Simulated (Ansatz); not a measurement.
Values for one crystal, relaxed and computed with PBE (plane waves, PAW; program Ansatz); other levels are named.

- Volume per atom: 26.33 Å³
- Band gap: 0.81 eV (indirect)
- Conduction-band minimum: off the standard path, at k = (0.000, 0.253, 0.315)
- Smallest direct gap on the standard path: 1.01 eV
- Valence-band maximum: on the K–Γ line, 68 % of the way from K
- Formation energy from the elements (no fitted shifts): -0.40 eV/atom

Task: Pick the material that matches.
A) PtSe2, CdI2 type
B) KCl, rock salt
C) MoS2, R3m (Mo on 3a, S on 3a, S on 3a)
D) Li2Se, anti-fluorite

Result: A, PtSe2, CdI2 type

Space group P-3m1 (CdI2 type). The PBE relaxation kept the symmetry of its start. The run is not spin-polarised. The volume lies over 15 % above that of the usual cell of this phase: another minimum, or an error of the functional. A crystal of weakly bound layers computed without a dispersion correction: the cell and the soft elastic constants depend strongly on that. The references are the lowest solids computed at this level, not always the standard phases. Spin–orbit coupling is left out wherever it is not named.

Potentials: the later of the program's two PAW sets.
